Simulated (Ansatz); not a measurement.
Li (bcc, W type)

```xyz
1
Lattice="-1.7176 1.7176 1.7176 1.7176 -1.7176 1.7176 1.7176 1.7176 -1.7176" Properties=species:S:1:pos:R:3 pbc="T T T"
Li     0.0000     0.0000     0.0000
```

The slice is a {211} plane (indices of the conventional cell) through the point (0.000, 0.000, 0.000) (fractional), spanned by u = [111] and v = [1 0 -1] in vectors of this cell: u (2.97 Å) and v (4.86 Å, at 90° to u). It covers one period; positions are fractions (u, v).

Calculation: PBE (plane waves to 420 eV, PAW, scalar-relativistic; Ansatz, an electronic-structure program). k mesh 19×19×19. Inside the PAW spheres the values are not all-electron values, and peaks at nuclei hang on which shells count as valence. Li was relaxed with its symmetry unable to fall.

What is the ELF at the midpoint of the shortest Li–Li line in this plane (2.97 Å)?

0.51.

What is the valence density on the shortest Li–Li line in this plane (2.97 Å), at its midpoint?

0.05 e/Å³.

Sketch the electron localisation function (ELF) on this plane as a map.


```
|xx501686105x|
|x50027872005|
|000158985100|
|002589998520|
|557899999875|
|889999999998|
|999999999999|
|999988888999|
|999888888899|
|999887778899|
|999888888899|
|999988888999|
|999999999999|
|889999999998|
|557899999875|
|002589998520|
|000158985100|
|x50027872005|
|xx501686105x|
|xxx0057500xx|
```
Scale: ten equal steps from 0.01 (start of '0') to 0.66 (end of '9'), in the order '0123456789'. Values: electron localisation function (ELF). The map has 12 points along u (one character each, u = 0 at the left) and 20 along v (v = 0 in the bottom row). Points within 0.5 Å of a nucleus are blanked (x), as the pseudised field means little there.
